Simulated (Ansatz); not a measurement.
Data:

Cd$_{2}$TeSe:
```xyz
4
Lattice="4.3991 0.0000 0.0000 0.0000 4.3991 0.0000 0.0000 0.0000 6.1849" Properties=species:S:1:pos:R:3 pbc="T T T"
Cd     2.1995     0.0000     4.7477
Cd     0.0000     2.1995     1.4372
Te     0.0000     0.0000     3.0924
Se     2.1995     2.1995     0.0000
```

This is the LDA-relaxed structure. Tensor components refer to the Cartesian frame of this cell.

Task: All from LDA in the plane-wave PAW code Ansatz, unless another level is named. Estimate the formation energy from the elements (no fitted shifts).

Result: -0.44 eV/atom.

Task: What about the hole effective mass, band 1 of 2 at the edge?

Result: 3.1 along x, 0.59 along z (mₑ).

Task: Next, the weight of the valence-edge state by species (Voronoi cells)?

Result: Te 53 %, Se 28 %, Cd 20 %.

Space group P-4m2. The first step of the workflow began from a Materials Project structure, measured or hypothetical; the Crystallography Open Database copy checked does not list it. Its standing as an ambient phase is unchecked. Symmetry was held in the LDA relaxation; of distortions, only those at the zone centre were tested. The references are the lowest solids computed at this level, not always the standard phases. Scalar-relativistic: spin–orbit coupling is off unless named, which matters more the heavier the elements.

Potentials: the later of the program's two PAW sets.

Edges and masses are those of Kohn–Sham bands, whose gap is no quasiparticle gap.
